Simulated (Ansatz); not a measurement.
LiGeN in space group P6_3mc (No. 186; Li on 2b, Ge on 2a, N on 2b), PBEsol (plane waves, PAW; program Ansatz). The conduction-band minimum lies at M, with 3 equivalent valleys. Second derivatives d²E/dk² of the lowest band at one valley (eV·Å²), along Cartesian directions:

```
direction  d²E/dk²
---------  -------
[100]        14.70
[010]        18.38
[001]        10.92
[110]        16.55
[101]        12.82
[011]        14.64
```

Task: Find the principal effective masses, the density-of-states mass and the conductivity mass.

Result: Off-diagonal terms follow from H_xy = H[110] − (H_xx + H_yy)/2, and m*/mₑ = 7.620 eV·Å² over each eigenvalue: 0.41, 0.52, 0.70. One valley's DOS mass (m₁m₂m₃)^(1/3) = 0.53, conductivity mass 3/(Σ 1/mᵢ) = 0.52 mₑ.

Task: What effective density of states Nc follows at 300 K for parabolic valleys?

Result: Nc = 2.509e19 × 3 × (0.53)^(3/2) ≈ 2.9e19 cm⁻³.

Task: With the computed static dielectric constant 16.3 (mean of the diagonal), estimate a hydrogenic donor's binding energy and radius.

Result: E = 13.606 eV × 0.52/16.3² ≈ 27 meV; a = 0.529 Å × ε/m* ≈ 17 Å. Semilocal masses tend to be too small when the gap is underestimated.

The workflow started from a Materials Project entry (that database holds measured and hypothetical structures alike); the Crystallography Open Database copy checked does not list it. Whether it is the stable phase at ambient conditions was not checked. The PBEsol relaxation kept the symmetry of its start; its stability against distortions is not shown here. Spin–orbit coupling is left out wherever it is not named.

Potentials: the later of the program's two PAW sets.
